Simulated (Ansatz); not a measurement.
Data sheet: SiC2 (DFT)

SiC2:
```xyz
6
Lattice="3.1631 0.0000 0.0000 0.0000 3.1631 0.0000 0.0000 0.0000 6.8521" Properties=species:S:1:pos:R:3 pbc="T T T"
Si     0.0000     0.0000     1.7130
Si     0.0000     0.0000     5.1391
C      0.0000     1.5815     0.6803
C      1.5815     0.0000     4.1063
C      0.0000     1.5815     6.1718
C      1.5815     0.0000     2.7458
```

Space group P4_2/mmc (No. 131); conventional cell a = 3.1631 Å, b = 3.1631 Å, c = 6.8521 Å, α = 90.00°, β = 90.00°, γ = 90.00°.

Method: r²SCAN (plane waves, PAW; program Ansatz). The cell and atoms are relaxed at this level. Other levels are named where they apply.

**Cell and energy**

```
Property                                                     Result
-----------------------------------------------------  ------------
Volume per atom                                            11.43 Å³
Density                                                  2.52 g/cm³
Formation energy from the elements (no fitted shifts)  0.39 eV/atom
```

**Electronic structure**

```
Quantity                                                                     Value
------------------------------------  --------------------------------------------
Electronic character                                             metallic (no gap)
Density of states at the Fermi level  0.11 states/eV per atom (mean over ±0.08 eV)
```

**Mechanics**

```
Property                              Value
----------------------------------  -------
Bulk modulus (Birch–Murnaghan fit)  168 GPa
Pressure derivative B′                  3.8
```

**Charges**

```
Property                     Value
-------------  -------------------
Bader charges  Si +2.84, C -1.42 e
```

The start of the workflow was typed in or built on a structure type; neither database checked (COD, Materials Project) lists it. Its standing as an ambient phase is unchecked. The r²SCAN relaxation kept the symmetry of its start; its stability against distortions is not shown here. Its formation energy is positive at this level, so the cell may be metastable or incomplete. The references are the lowest solids computed at this level, not always the standard phases.

Potentials: the later of the program's two PAW sets.
